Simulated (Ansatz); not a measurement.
Run on bcc Na (110), 1 layer: DFT, PBE, all-electron LAPW, scalar-relativistic (Ansatz 0.2.0).

The slab is cut from a bulk crystal relaxed on PAW files (its atoms may have been relaxed since).

Command: `ansatz run input.yaml --threads 2 --pin off --max-ram 4096MiB --backend cpu --events-out ev --progress --plain --runs-dir out` It took 1.4 s on 2 threads of Intel(R) Xeon(R) 6975P-C (Granite Rapids), with other jobs on the host, peak memory 0.28 GiB.

```yaml
crystal:
  lattice:
    - [3.6348175426, 0.0, 0.0]
    - [-1.2116058476, 3.4269388437, 0.0]
    - [0.0, 0.0, 20.0]
  atoms:
    - { symbol: Na, position: [0.0, 0.0, 0.5] }
kpoints:
  mp_grid: { grid: [10, 10, 1] }
scf:
  occupations: { method: fermi_dirac, width: 0.05 }
hamiltonian:
  xc: pbe
  pseudopotentials: { kind: all_electron, lapw: { basis_error: 0.001 } }
output:
  forces: true
  stress: true
  eigenvalues: true
  populations: true
  dos: { projected: true, de: 0.2, e_range: [-14, 8] }
efield:
  axis: 3
  amplitude: 0
  dipole_correction: true
```

Output:

```
Na: projections on atomic orbitals take those of the free atom 1s2 2s2 2p6 3s1, of charge +0.00 (hamiltonian.pseudopotentials.projection_atoms)
LAPW: plane waves up to 4.571 Å⁻¹, error target 1.0e-3 eV per atom; small_component_spin mean_spin; Na in spheres of 1.817 Å, 9 of its electrons in bands, Dirac shells [] (how accurate: hamiltonian.pseudopotentials.lapw.basis_error, Limitations)
Engine: ansatz 0.2.0
Pseudopotentials: kind: all_electron
Pseudopotential: Na, LAPW, valence charge 9, lapw/all_electron/scalar/gaussian/Na, Koelling and Harmon's equation, gaussian nucleus
Functional definition: PBE
  parameter kappa = 0.804
  parameter beta = 0.06672455060314922
  exchange = pbe_x(kappa = kappa, mu = beta*pi^2/3)
  correlation = pbe_c(beta = beta)
Crystal: 1 atoms, lattice volume = 249.126 Å³
Basis set: ecut = 79.60192958546536 eV, 395 PW (Γ), exchange–correlation at level 2
Bands: 9, of which v1, the nominal top of the filled ones, is band 5 counted from 1 (4 counted from 0)
Symmetry: 4 space group operations
k-points: 31 of 100
Non-local potential: Na, projectors of the file, none
Initial density: superposition of atomic densities (neutral atoms: chi_scale 0, normalization atom)
Initial wavefunctions: plane waves of lowest kinetic energy (no species holds an atomic orbital)
Functional: x = pbe(κ = 0.804, μ = 0.2195149727645171), c = pbe(β = 0.06672455060314922)
iter 1 solved again at ethr=4.89e-4 eV; its pass at ethr=1.00e-1 eV (dr2=4.40e-2 eV) is discarded
SCF iter   1: F=—  HF=-4419.770886 eV  |F-HF|=—  |Δ(HF+E_count)|=         —  Δρ=1.77e-3  dr2=4.43e-2  ethr=4.89e-4  p=0.000 e·Å  D=2.79e-16 V/Å  ΔV_dip=-0.00 eV  dr2_dipole=1.97e-30  V_vac-E_F(+/−)=3.56/3.56 eV  ⟨swp⟩=4.5  Hψ=2114  notcnv=0
efield: sawtooth ramp at fractional position 0.9500 (placed from the atoms, in the widest stretch of the axis that holds none; the zero of the levels goes with the place), width 0.1000; the density the first Hamiltonian is built on has a dipole p = 0.000 e·Å; the dipole correction subtracts the counter field D = 7.54e-15 V/Å, which shifts the + side's vacuum level by -0.00 eV against the − side's; the planar-averaged density in the ramp window peaks in size at 3.9e-7 e/Å³
preconditioner: auto → LDOS  [insulator: Δε(μ)=0.169 eV  Ē_g=4.531 eV  σ=0.050 eV  W_gap=0.66  n_scr=8 (ndim 8)  ℏωp=2.4 eV  f_vac=0.695  D(μ)=0.63/eV (n_scr^D=4)  ε∞_Penn≈1.3  β→1.0]
SCF iter   2: F=—  HF=-4419.766707 eV  |F-HF|=—  |Δ(HF+E_count)|=   4.18e-3  Δρ=6.29e-4  dr2=5.10e-3  ethr=4.89e-4  p=0.000 e·Å  D=4.79e-15 V/Å  ΔV_dip=-0.00 eV  dr2_dipole=1.08e-28  V_vac-E_F(+/−)=3.12/3.12 eV  ⟨swp⟩=2.8  Hψ=870  notcnv=0  defer=4
iter 3 solved again at ethr=1.16e-6 eV; its pass at ethr=5.67e-5 eV (dr2=1.05e-4 eV) is discarded
SCF iter   3: F=—  HF=-4419.767865 eV  |F-HF|=—  |Δ(HF+E_count)|=   1.16e-3  Δρ=1.04e-4  dr2=1.04e-4  ethr=1.16e-6  p=-0.000 e·Å  D=-3.76e-14 V/Å  ΔV_dip=0.00 eV  dr2_dipole=2.22e-26  V_vac-E_F(+/−)=2.91/2.91 eV  ⟨swp⟩=2.0  Hψ=1431  notcnv=0
SCF iter   4: F=—  HF=-4419.767719 eV  |F-HF|=—  |Δ(HF+E_count)|=         —  Δρ=5.82e-5  dr2=2.69e-5  ethr=1.16e-6  p=0.000 e·Å  D=3.55e-13 V/Å  ΔV_dip=-0.00 eV  dr2_dipole=1.22e-24  V_vac-E_F(+/−)=2.90/2.90 eV  ⟨swp⟩=2.6  Hψ=722  notcnv=0
the basis was enlarged: its passes take 16.5 KiB over the memory plan, 2 of 2 planned eigensolver slots
SCF iter   5: F=—  HF=-4419.767699 eV  |F-HF|=—  |Δ(HF+E_count)|=   2.04e-5  Δρ=2.21e-5  dr2=4.12e-6  ethr=2.98e-7  p=-0.000 e·Å  D=-2.29e-12 V/Å  ΔV_dip=0.00 eV  dr2_dipole=5.17e-23  V_vac-E_F(+/−)=2.89/2.89 eV  ⟨swp⟩=2.6  Hψ=727  notcnv=0
SCF iter   6: F=—  HF=-4419.767698 eV  |F-HF|=—  |Δ(HF+E_count)|=   7.66e-7  Δρ=3.63e-6  dr2=9.39e-8  ethr=4.58e-8  p=0.000 e·Å  D=3.51e-11 V/Å  ΔV_dip=-0.00 eV  dr2_dipole=1.21e-20  V_vac-E_F(+/−)=2.89/2.89 eV  ⟨swp⟩=2.7  Hψ=725  notcnv=0
SCF iter   7: F=-4419.767698 eV  HF=-4419.767698 eV  |F-HF|=2.27e-9  |Δ(HF+E_count)|=   5.37e-8  Δρ=3.06e-7  dr2=4.16e-10  ethr=1.04e-9  p=-0.000 e·Å  D=-4.18e-10 V/Å  ΔV_dip=0.00 eV  dr2_dipole=1.71e-18  V_vac-E_F(+/−)=2.88/2.88 eV  ⟨swp⟩=2.7  Hψ=724  notcnv=0
SCF 1 converged in 7 iterations: F = -4419.767698 eV  dr2 = 4.16e-10
SCF converged after 7 iterations
Free energy (F): -4419.767698 eV
Harris-Foulkes:  -4419.767698 eV  (|F-HF|=2.27e-9)
Internal energy: -4419.762328 eV  (E = F + TS)
E sigma→0 (E₀):  -4419.765013 eV
Entropy (-TS):   -0.005370 eV (-5.370 meV/atom)
Fermi energy:    -2.146818 eV
Dipole field:    D = -0.000000 V/Å  (p = -0.000000 e·Å, saw-weighted, corrected)
Work function:   Φ+ = 2.8849 eV   Φ− = 2.8849 eV
Levels:          The Fermi level and band energies are counted from a zero that moves with the ramp; work functions are not
--- Per-component energies (eV) ---
  E_band       = -278.803478
  E_kinetic    = 4422.388459
  E_xc         = -390.160832
  E_efield     = 0.000000  (sawtooth field / dipole correction)
  E_electrostatic = -8451.989955  (all electrons and nuclei)
  E_smearing   = -0.005370  (= −TS)
  E_closure    = 0.000000  (closes the sum)
  E_atoms      = -4418.770368  (free atoms, spherical and without spin; not in F)
  Σ components = -4419.767698   (vs F -4419.767698, Δ=0.00e0)
  Basis errors (estimates in eV, not in F): energy 4.6e-4 per atom: plane waves 4.2e-4 (2.6e-4 summed), levels above the bands 9.2e-40, relativity 7.1e-10, radial functions 4.2e-5, core shells 4.0e-13; eigenvalues (radial functions only) 2.0e-6; not estimated: angular momenta, meshes, grids; target (lapw.basis_error) 1.0e-3; muffin-tin radii Na 1.817 Å
--- Forces (eV/Å), atoms counted from 1 ---
  atom   1  Na     0.00000000     0.00000000    -0.00000000
  max |Σ_I F_I| component: 1.10e-10 eV/Å
--- Stress (GPa, compression-positive) ---
       -0.091992      -0.103610       0.000000
       -0.103610      -0.165256       0.000000
        0.000000       0.000000       0.000363
  P = ⅓ Tr σ = -0.0856 GPa (-0.856 kbar)
--- Band table (eV; the first three rows and the last of 31) ---
  k-point 0: bands = ["-55.5215", "-27.4597", "-27.4223", "-27.4199", "-4.0991", "-1.4011", "0.2801", "0.9786", "1.0823"]
  k-point 1: bands = ["-55.5214", "-27.4594", "-27.4242", "-27.4206", "-3.9676", "-1.2765", "0.4080", "1.1057", "1.2100"]
  k-point 2: bands = ["-55.5212", "-27.4587", "-27.4303", "-27.4210", "-3.5749", "-0.9028", "0.7905", "1.4872", "1.5919"]
  k-point 30: bands = ["-55.5197", "-27.4550", "-27.4528", "-27.4327", "-0.1714", "0.4838", "2.6944", "2.8154", "4.0560"]
--- Löwdin populations: 1 site ---
  site symbol       q [e]
     0     Na     10.9666
  spilling = 0.003037 (of n_electrons = 11.000000)
```

populations.tsv:

```
# site	symbol	l	j	q
# orbitals = lowdin
# n_electrons = 11.000000
# spilling = 0.003037
# projection_atom_Na: 1s2 2s2 2p6 3s1
0	Na	0_1S	-	1.999976
0	Na	0_2S	-	1.997251
0	Na	0_3S	-	0.969861
0	Na	1_2P	-	5.999501
```

Next run (vacuum of 9 Å), as changes to the input before:

```diff
-    - [0.0, 0.0, 20.0]
+    - [0.0, 0.0, 9.0]
   atoms:
   eigenvalues: true
-  populations: true
-  dos: { projected: true, de: 0.2, e_range: [-14, 8] }
 efield:
```

Results part of the output:

```
WARN: efield: at this solve's end the planar-averaged density reaches 7.17e-4 e/Å³ inside the ramp window [0.8389, 0.1611] (bound 1e-5 e/Å³); the window's nearer edge stands 3.05 Å from this solve's nearest atom along the axis. Its work functions, free energy, forces, stress, dipole, levels and responses can be off, and this figure does not tell by how much. The cell may have no vacuum along `efield.axis`. A short vacuum, a low `basis.ecutwfc` or `basis.ecutrho_ratio` and negative occupations (`scf.occupations.method`) can put density there. See the manual's quickstart, § The vacuum guard
SCF 1 converged in 7 iterations: F = -4419.778523 eV  dr2 = 3.98e-10
SCF converged after 7 iterations
Free energy (F): -4419.778523 eV
Harris-Foulkes:  -4419.778523 eV  (|F-HF|=2.08e-10)
Internal energy: -4419.773153 eV  (E = F + TS)
E sigma→0 (E₀):  -4419.775838 eV
Entropy (-TS):   -0.005369 eV (-5.369 meV/atom)
Fermi energy:    -1.292279 eV
Dipole field:    D = -0.000000 V/Å  (p = -0.000000 e·Å, saw-weighted, corrected)
Work function:   Φ+ = 2.9261 eV (in doubt: plateau slope 2.1e-1 eV/Å)   Φ− = 2.9518 eV (in doubt: plateau slope 1.3e-1 eV/Å)
Levels:          The Fermi level and band energies are counted from a zero that moves with the ramp; work functions are not
Vacuum region:   at the solve's end the planar-averaged density reaches 7.17e-4 e/Å³ inside the ramp window [0.8389, 0.1611] (bound 1e-5 e/Å³)
--- Per-component energies (eV) ---
  E_band       = -271.168035
  E_kinetic    = 4422.325446
  E_xc         = -390.138127
  E_efield     = 0.000000  (sawtooth field / dipole correction)
  E_electrostatic = -8451.960473  (all electrons and nuclei)
  E_smearing   = -0.005369  (= −TS)
  E_closure    = 0.000000  (closes the sum)
  E_atoms      = -4418.770368  (free atoms, spherical and without spin; not in F)
  Σ components = -4419.778523   (vs F -4419.778523, Δ=0.00e0)
  Basis errors (estimates in eV, not in F): energy 4.4e-4 per atom: plane waves 4.0e-4 (2.4e-4 summed), levels above the bands 3.6e-49, relativity 7.4e-10, radial functions 4.2e-5, core shells 4.0e-13; eigenvalues (radial functions only) 1.2e-5; not estimated: angular momenta, meshes, grids; target (lapw.basis_error) 1.0e-3; muffin-tin radii Na 1.817 Å
--- Forces (eV/Å), atoms counted from 1 ---
  atom   1  Na     0.00000000     0.00000000    -0.00000000
  max |Σ_I F_I| component: 3.41e-11 eV/Å
--- Stress (GPa, compression-positive) ---
       -0.188475      -0.230085       0.000000
       -0.230085      -0.351170      -0.000000
        0.000000      -0.000000      -0.138346
  P = ⅓ Tr σ = -0.2260 GPa (-2.260 kbar)
--- Band table (eV; the first three rows and the last of 31) ---
  k-point 0: bands = ["-54.6740", "-26.6109", "-26.5752", "-26.5728", "-3.2445", "-0.3418", "0.9795", "5.5719", "5.6012"]
  k-point 1: bands = ["-54.6739", "-26.6107", "-26.5771", "-26.5735", "-3.1130", "-0.2180", "1.1073", "5.6612", "5.7239"]
  k-point 2: bands = ["-54.6736", "-26.6100", "-26.5832", "-26.5739", "-2.7204", "0.1537", "1.4891", "4.7076", "6.0921"]
  k-point 30: bands = ["-54.6722", "-26.6063", "-26.6057", "-26.5856", "0.6854", "1.3355", "3.7194", "3.8677", "4.9126"]
```

The program warned of electron density in the middle of the vacuum in some runs, so work functions there carry some error.
